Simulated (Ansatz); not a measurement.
BiRhS:
```yaml
crystal:
  lattice:
    - [6.18264, 0.00000, 0.00000]
    - [0.00000, 6.18264, 0.00000]
    - [0.00000, 0.00000, 6.18264]
  atoms:
    - { symbol: Bi, position: [0.12774, 0.62774, 0.87226] }
    - { symbol: Bi, position: [0.37226, 0.37226, 0.37226] }
    - { symbol: Bi, position: [0.62774, 0.87226, 0.12774] }
    - { symbol: Bi, position: [0.87226, 0.12774, 0.62774] }
    - { symbol: Rh, position: [0.47951, 0.97951, 0.52049] }
    - { symbol: Rh, position: [0.02049, 0.02049, 0.02049] }
    - { symbol: Rh, position: [0.97951, 0.52049, 0.47951] }
    - { symbol: Rh, position: [0.52049, 0.47951, 0.97951] }
    - { symbol: S, position: [0.88151, 0.38151, 0.11849] }
    - { symbol: S, position: [0.61849, 0.61849, 0.61849] }
    - { symbol: S, position: [0.38151, 0.11849, 0.88151] }
    - { symbol: S, position: [0.11849, 0.88151, 0.38151] }
```

r²SCAN (plane waves, PAW; program Ansatz) gives a gap of 0.59 eV without spin–orbit coupling, maximum off the standard path, at k = (0.000, 0.333, 0.370) in fractions of the reciprocal vectors, minimum on the Γ–R line, 92 % of the way from Γ.

Q: What happens when spin–orbit coupling is switched on?

A: The gap decreases by 0.14 eV, to 0.45 eV; maximum off the standard path, at k = (0.000, 0.336, 0.370) in fractions of the reciprocal vectors, minimum on the Γ–R line, 92 % of the way from Γ.

Space group P2_13. The first step of the workflow began from a Materials Project structure, measured or hypothetical; the Crystallography Open Database copy checked does not list it. Whether it is the stable phase at ambient conditions was not checked. The cell was relaxed with r²SCAN under the symmetry of its start; whether a distortion lowers the energy is not shown. No spin polarisation was allowed.

Potentials: the later of the program's two PAW sets.
